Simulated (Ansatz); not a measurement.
Band table of BiB (CsCl type)

```
B Bi
1.0
     3.09503    0.00000    0.00000
     0.00000    3.09503    0.00000
     0.00000    0.00000    3.09503
B Bi
1 1
Direct
  0.00000 0.00000 0.00000
  0.50000 0.50000 0.50000
```

The cell comes from a relaxation on PAW files under the same functional, begun from a prototype that needn't be the stable phase.

Computed with Ansatz 0.2.0; functional PBE, scalar-relativistic. Settings: a Γ-centred 13×13×13 k mesh, Fermi–Dirac smearing of 0.05 eV, no spin polarisation. Methods: PAW: frozen-core files, cutoff 420 eV.

This run: volume at 0.78 of the series' base cell.

Spin–orbit coupling is left out, which matters for the heavy atoms. The structure type is held throughout; the real material can change phase at far lower pressure.

Path points, in fractions of the reciprocal vectors: Γ (0.000, 0.000, 0.000), X (0.000, 0.500, 0.000), M (0.500, 0.500, 0.000), R (0.500, 0.500, 0.500). The distance column jumps between branches of the path. Levels in eV from the Fermi level; bands 1 to 14, counted from the lowest band of the run. The gap is zero, the pressure 30.5 GPa.

```
# k(1/Å) point b1 b2 b3 b4 b5 b6 b7 b8 b9 b10 b11 b12 b13 b14
0.000 Γ -23.63 -23.63 -23.08 -23.08 -23.08 -16.20 -1.08 -1.08 -1.08 -0.93 6.07 6.07 10.26 10.26
0.127 - -23.63 -23.61 -23.08 -23.08 -23.08 -16.14 -2.15 -1.01 -1.01 -0.14 6.10 6.36 10.08 10.08
0.254 - -23.62 -23.57 -23.10 -23.10 -23.07 -15.95 -3.47 -0.80 -0.80 0.47 6.19 6.97 9.56 9.56
0.381 - -23.62 -23.50 -23.13 -23.13 -23.07 -15.64 -4.87 -0.45 -0.45 0.92 6.34 7.14 8.74 8.74
0.508 - -23.61 -23.42 -23.16 -23.16 -23.07 -15.20 -6.26 0.02 0.02 1.31 6.55 6.60 7.76 7.76
0.634 - -23.61 -23.34 -23.18 -23.18 -23.07 -14.65 -7.60 0.60 0.60 1.72 5.79 6.71 6.71 6.80
0.761 - -23.60 -23.28 -23.21 -23.21 -23.06 -14.03 -8.80 1.26 1.26 2.18 4.95 5.69 5.69 7.07
0.888 - -23.60 -23.23 -23.23 -23.23 -23.06 -13.42 -9.76 1.90 1.90 2.69 4.18 4.82 4.82 7.31
1.015 X -23.60 -23.23 -23.23 -23.22 -23.06 -13.13 -10.18 2.23 2.23 3.07 3.70 4.41 4.41 7.41
1.142 - -23.59 -23.24 -23.23 -23.21 -23.07 -13.06 -10.11 1.61 2.15 2.24 4.10 4.49 5.01 7.70
1.269 - -23.56 -23.27 -23.23 -23.19 -23.08 -12.88 -9.91 0.49 0.63 2.27 4.64 4.73 5.62 8.49
1.396 - -23.51 -23.31 -23.22 -23.15 -23.11 -12.57 -9.59 -0.97 -0.71 2.32 5.05 5.13 5.97 9.54
1.523 - -23.47 -23.35 -23.22 -23.13 -23.09 -12.14 -9.14 -2.55 -1.90 2.38 5.41 5.65 6.15 10.57
1.649 - -23.44 -23.39 -23.21 -23.16 -23.03 -11.60 -8.59 -4.03 -3.04 2.44 5.74 6.24 6.27 11.30
1.776 - -23.43 -23.42 -23.21 -23.19 -22.97 -10.97 -7.95 -5.35 -4.11 2.50 6.03 6.29 6.90 11.58
1.903 - -23.45 -23.41 -23.21 -23.20 -22.93 -10.36 -7.26 -6.39 -5.05 2.53 6.24 6.31 7.43 11.57
2.030 M -23.46 -23.40 -23.21 -23.21 -22.91 -10.06 -6.83 -6.83 -5.57 2.55 6.31 6.31 7.65 11.54
2.210 - -23.45 -23.41 -23.20 -23.20 -22.94 -10.66 -6.97 -6.68 -4.53 2.51 6.06 6.41 7.27 11.59
2.389 - -23.43 -23.40 -23.19 -23.19 -23.03 -11.87 -6.83 -6.24 -2.55 2.29 5.46 6.69 6.71 11.50
2.568 - -23.47 -23.33 -23.17 -23.17 -23.15 -13.11 -6.39 -5.53 -0.26 1.74 4.74 6.66 7.11 10.91
2.748 - -23.51 -23.29 -23.25 -23.15 -23.14 -14.20 -5.70 -4.61 0.93 2.01 4.16 7.19 7.57 9.75
2.927 - -23.55 -23.42 -23.18 -23.12 -23.12 -15.07 -4.80 -3.54 0.13 2.57 5.20 7.80 8.08 8.46
3.107 - -23.59 -23.53 -23.12 -23.10 -23.10 -15.70 -3.69 -2.42 -0.52 1.65 6.63 7.38 8.17 9.08
3.286 - -23.62 -23.60 -23.09 -23.08 -23.08 -16.08 -2.40 -1.48 -0.94 0.39 6.26 6.50 9.63 9.92
3.466 Γ -23.63 -23.63 -23.08 -23.08 -23.08 -16.20 -1.08 -1.08 -1.08 -0.93 6.07 6.07 10.26 10.26
3.685 - -23.60 -23.60 -23.09 -23.09 -23.09 -16.01 -2.58 -1.41 -1.41 0.86 6.53 6.53 9.25 10.04
3.905 - -23.53 -23.53 -23.13 -23.12 -23.12 -15.45 -3.81 -2.14 -2.14 2.77 7.25 7.32 7.32 9.37
4.125 - -23.42 -23.42 -23.18 -23.17 -23.17 -14.51 -4.70 -2.90 -2.90 3.21 6.25 6.25 6.55 10.24
4.345 - -23.28 -23.28 -23.25 -23.23 -23.23 -13.20 -5.24 -3.47 -3.47 1.44 4.23 4.23 7.42 12.14
4.564 - -23.32 -23.30 -23.30 -23.14 -23.14 -11.57 -5.46 -3.74 -3.74 -0.44 2.24 2.24 6.19 14.29
4.784 - -23.37 -23.36 -23.36 -23.02 -23.02 -9.73 -5.30 -3.67 -3.67 -2.01 0.46 0.46 3.34 16.37
5.004 - -23.41 -23.41 -23.41 -22.93 -22.93 -8.04 -4.64 -3.28 -3.28 -3.05 -0.98 -0.98 0.34 17.91
5.224 R -23.42 -23.42 -23.42 -22.90 -22.90 -7.32 -4.05 -2.85 -2.85 -2.85 -1.76 -1.76 -1.76 18.46
5.403 - -23.41 -23.41 -23.40 -22.93 -22.91 -7.79 -4.51 -3.39 -3.30 -2.67 -1.68 -0.51 -0.49 18.03
5.583 - -23.40 -23.39 -23.36 -23.01 -22.94 -8.87 -5.78 -3.35 -3.19 -2.15 -1.43 1.29 1.70 16.82
5.762 - -23.37 -23.36 -23.30 -23.13 -22.99 -10.08 -7.04 -2.94 -2.63 -1.32 -1.01 3.12 4.20 15.07
5.941 - -23.34 -23.33 -23.27 -23.23 -23.05 -11.16 -8.12 -2.19 -1.85 -0.42 -0.21 4.72 6.70 13.07
6.121 - -23.40 -23.30 -23.29 -23.16 -23.11 -12.02 -9.00 -1.15 -0.88 0.30 1.11 5.60 8.37 11.09
6.300 - -23.51 -23.27 -23.26 -23.17 -23.11 -12.63 -9.65 0.18 0.24 1.12 2.53 5.38 7.73 9.32
6.480 - -23.58 -23.24 -23.24 -23.20 -23.07 -13.00 -10.04 1.43 1.76 1.88 3.81 4.46 5.88 7.96
6.659 X -23.60 -23.23 -23.23 -23.22 -23.06 -13.13 -10.18 2.23 2.23 3.07 3.70 4.41 4.41 7.41
8.095 R -23.42 -23.42 -23.42 -22.90 -22.90 -7.32 -4.05 -2.85 -2.85 -2.85 -1.76 -1.76 -1.76 18.46
8.222 - -23.42 -23.41 -23.41 -22.92 -22.90 -7.55 -4.18 -3.43 -3.43 -2.45 -1.56 -1.09 -1.09 18.16
8.348 - -23.43 -23.39 -23.39 -22.98 -22.91 -8.06 -4.45 -4.25 -4.25 -1.42 -1.06 0.01 0.01 17.34
8.475 - -23.43 -23.36 -23.36 -23.06 -22.91 -8.63 -5.00 -5.00 -4.76 -0.39 -0.02 1.22 1.22 16.19
8.602 - -23.44 -23.32 -23.32 -23.16 -22.91 -9.14 -5.64 -5.64 -5.04 0.36 1.62 2.48 2.48 14.91
8.729 - -23.45 -23.27 -23.27 -23.25 -22.91 -9.54 -6.15 -6.15 -5.27 1.13 3.40 3.76 3.76 13.66
8.856 - -23.46 -23.33 -23.24 -23.24 -22.91 -9.83 -6.52 -6.52 -5.44 1.83 4.96 4.96 5.22 12.57
8.983 - -23.46 -23.39 -23.22 -23.22 -22.91 -10.01 -6.75 -6.75 -5.54 2.35 5.92 5.92 6.86 11.81
9.110 M -23.46 -23.40 -23.21 -23.21 -22.91 -10.06 -6.83 -6.83 -5.57 2.55 6.31 6.31 7.65 11.54
```
